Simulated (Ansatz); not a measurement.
CuAu (CuAu type, space group P4/mmm)

```cif
data_AuCu
_chemical_formula_sum 'Cu1 Au1'
_space_group_name_H-M_alt 'P 1'
_space_group_IT_number 1
_cell_length_a 2.86058
_cell_length_b 2.86058
_cell_length_c 3.55181
_cell_angle_alpha 90.000
_cell_angle_beta 90.000
_cell_angle_gamma 90.000
loop_
_space_group_symop_operation_xyz
  'x, y, z'
loop_
_atom_site_label
_atom_site_type_symbol
_atom_site_fract_x
_atom_site_fract_y
_atom_site_fract_z
_atom_site_occupancy
Cu1 Cu 0.50000 0.50000 0.50000 1
Au1 Au 0.00000 0.00000 0.00000 1
```

This relaxed cell (volume V₀) is scaled evenly in all directions, its shape held. Symmetry pins the atoms to their sites.

Method: r2SCAN (plane waves to 500 eV, PAW, scalar-relativistic; Ansatz, an electronic-structure program). k mesh 16×16×13 (Γ-centred), Fermi-Dirac smearing 0.05 eV. The energy includes the smearing's −TS. With the shape held, the modulus is that of even scaling; a crystal free to change shape is softer. CuAu is run without spin polarisation. CuAu was relaxed with its symmetry unable to fall. Spin-orbit coupling is left out, though Au is heavy. The zero of ΔE is the relaxed starting cell. The last digit holds for this mesh only.

| V (Å³/atom) | ΔE (meV/atom) |
|---|---|
| 13.660 | 29.5 |
| 13.878 | 16.0 |
| 14.096 | 6.9 |
| 14.314 | 1.7 |
| 14.532 | 0.0 |
| 14.750 | 1.6 |
| 14.968 | 6.0 |
| 15.186 | 13.2 |
| 15.404 | 22.7 |

Problem. What bulk modulus at fixed cell shape B₀ follows from a third-order Birch-Murnaghan fit?

Solution. 158 GPa.

Problem. What is the fitted pressure derivative B₀′?

Solution. 5.5.

(A scan under strain: stresses follow from slopes of the energy per volume, elastic moduli from its curvatures.)
